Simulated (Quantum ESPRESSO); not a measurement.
# Moving one atom in Al3SiCN3

These are calculations, not measurements. They come from pw.x of Quantum ESPRESSO 7.5, a plane-wave density functional program, with PseudoDojo standard norm-conserving files (v0.5 for PBE, v0.4.1 for LDA and PBEsol). The cells are made up: elements, strain and atom displacements were drawn at random, and nothing was relaxed. There is no spin polarisation, spin-orbit coupling or dispersion term.

The cell has 8 sites of a wurtzite lattice (rectangular cell). Sites 1 to 4 hold Al Al Si Al; sites 5 to 8 hold C N N N. Cell vectors in Å: (3.038, 0.000, 0.000); (0.000, 5.263, 0.000); (0.000, 0.000, 4.962). Settings: PBE, cutoff 1143 eV, 6 x 4 x 4 k mesh shifted by half a step, Fermi-Dirac smearing of 0.025 eV.

Each run shifts the N atom on site 8 along z and leaves all else fixed. Site 4 is one of its nearest neighbours. E is the free energy of the cell above the lowest run shown. The last column is band 17 less band 16 at Gamma, from a band step after each run.

```
run  shift (Å)  Fz on site 8 (eV/Å)  Fz on site 4 (eV/Å)  P (GPa)  E (meV)  level step at Gamma (eV)
  1    -0.0701                3.841               -1.084    22.08    251.1                     4.075
  2    -0.0561                3.373               -0.821    21.89    200.6                     4.092
  3    -0.0480                3.113               -0.679    21.81    174.3                     4.101
  5     0.0186                1.237                0.235    21.29     32.0                     4.166
  6     0.0258                1.060                0.310    21.26     23.7                     4.171
  7     0.0650                0.170                0.650    21.18      0.0                     4.196
  4     0.0087                    ?                    ?        ?        ?                         ?
```

A rerun of one of these cells at 1437 eV and k mesh 8 x 6 x 6 moved values by no more than 0.002 eV in the cell's energy, 0.03 GPa in stress and 0.004 eV/Å in force.

## Worked fit

A parabola through the six runs shown gives Fz on site 8 = 1.719 - 26.88 u + 47.3 u² eV/Å, with u in Å and a scatter of 0.006 eV/Å. Minus the slope, 26.88 ± 0.23 eV/Å², is this atom's force constant along z at u = 0, with its periodic images moving too. The fitted force does not vanish within the range. The error is the larger of the fit's own and the change that a cubic makes, rounded up.

## Withheld run

Question: what Fz on site 8 should run 4 give?

The fit gives 1.489 eV/Å. The calculation gave 1.488 eV/Å.

```
run  shift (Å)  Fz on site 8 (eV/Å)  Fz on site 4 (eV/Å)  P (GPa)  E (meV)  level step at Gamma (eV)
  4     0.0087                1.488                0.125    21.34     45.4                     4.158
```